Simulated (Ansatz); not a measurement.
## What a trial cell of Cs2Au relaxes into

Theory: Ansatz, DFT PBE, scalar-relativistic, plane waves, PAW. Cutoff 420 eV, Gaussian smearing, Γ-centred meshes. Cell and atoms relax first on a coarse mesh and then on a finer one. In between, the cell is made exact in the group found at 0.06 Å. In metals the finer mesh still leaves noise of several meV/atom or more. The steps can't lower the symmetry of their start. No spin polarisation.

A trial structure of Cs2Au was built thus: close-packed layers stacked ABC (P-3m1, No. 164) (elements of the layers in order: Au Cs Cs). Its size is a rough estimate.

```cif
data_structure
_symmetry_space_group_name_H-M 'P 1'
_symmetry_Int_Tables_number 1
_cell_length_a 5.3316
_cell_length_b 5.3316
_cell_length_c 10.6518
_cell_angle_alpha 90.000
_cell_angle_beta 90.000
_cell_angle_gamma 120.000
_cell_volume 262.22
loop_
_atom_site_label
_atom_site_type_symbol
_atom_site_fract_x
_atom_site_fract_y
_atom_site_fract_z
_atom_site_occupancy
Cs1 Cs 0.33333 0.66667 0.27934 1
Cs2 Cs 0.66667 0.33333 0.72066 1
Au1 Au 0.00000 0.00000 0.00000 1
```

Energies over the elements count from the elements' standard structures at the same level, with no fitted energy shifts.

Q: Describe the relaxed structure.

A: The symmetry stays P-3m1 (No. 164). The end has the cadmium iodide type. The volume per atom shrinks by 19.4 %, from 87.4 to 70.4 Å³. The shortest distance goes from 4.28 Å (Cs–Au) to 3.63 Å (Cs–Au). The ratio c/a of the conventional cell changes by a factor of 0.84. The energy falls by about 0.20 eV/atom (the start's value is from the coarse mesh). Conventional cell: a = 5.262 Å, c = 8.811 Å. Cs has 3 Au at 3.63 Å and 9 Cs at 5.01–5.26 Å; Au has 6 Cs at 3.63 Å.

```xyz
3
Lattice="5.2622 0.0000 0.0000 -2.6311 4.5572 0.0000 0.0000 0.0000 8.8110" Properties=species:S:1:pos:R:3 pbc="T T T"
Cs    0.0000    3.0381    1.9919
Cs    2.6311    1.5191    6.8191
Au    0.0000    0.0000    0.0000
```

Q: Give its energy and gap.

A: The energy over the elements is −0.23 eV/atom. The gap on the 12×12×6 mesh of the 3-atom cell is 0 eV (a metal).

It lies below the elements, which doesn't yet make it stable against other compounds or structures.

The last run used Gaussian smearing of 0.10 eV. These runs have no spin–orbit coupling, which can matter for Au. A structure relaxed within its symmetry needn't be a true minimum. In all, the 3 runs took 2.3 min on 1 thread of Intel(R) Xeon(R) Platinum 8375C CPU @ 2.90GHz (Ice Lake) (shared host).
